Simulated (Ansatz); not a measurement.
CoPtAu:
Space group P3m1 (No. 156); a = b = 2.7888 Å, c = 6.7356 Å, α = β = 90.00°, γ = 120.00°

```tsv
atom	site	symmetry	x	y	z
Co	1a	3m.	0.0000	0.0000	0.0077
Pt	1b	3m.	0.3333	0.6667	0.3103
Au	1c	3m.	0.6667	0.3333	0.6820
```
The run is spin-polarised, in the one order tried: ferromagnetic.

Relaxed at zero pressure with DFT-PBE in the program Ansatz with PAW potentials.

Problem. The volume is lowered by 6 % and shape and atoms relax at that volume. What pressure results, and how do the axes share the change?

Solution. 13.2 GPa; a -1.8 %, b -1.8 %, c -2.5 %; the energy rises by 35 meV/atom.

Problem. Give the new structure.

Solution. 
Space group P3m1 (No. 156); a = 2.739 Å, b = 2.739 Å, c = 6.566 Å, α = 90.00°, β = 90.00°, γ = 120.00°

```
atom  site  symmetry       x       y       z
----  ----  --------  ------  ------  ------
Co      1a       3m.  0.0000  0.0000  0.0061
Pt      1b       3m.  0.3333  0.6667  0.3124
Au      1c       3m.  0.6667  0.3333  0.6815
```

The phase is kept; no other phase was compared at this pressure.

The start of the workflow was typed in or built on a structure type; neither database checked (COD, Materials Project) lists it. Whether it is the stable phase at ambient conditions was not checked. Symmetry was held in the PBE relaxation; its stability against distortions is not shown here. Spin order of the final state: ferromagnetic, the only order run, not a proven ground state. Axis ratios of metals converge slowly with the k-mesh, so a and c are less sure than the volume. Scalar-relativistic: spin–orbit coupling is off unless named, which matters more the heavier the elements.

Potentials: the earlier of the program's two PAW sets.
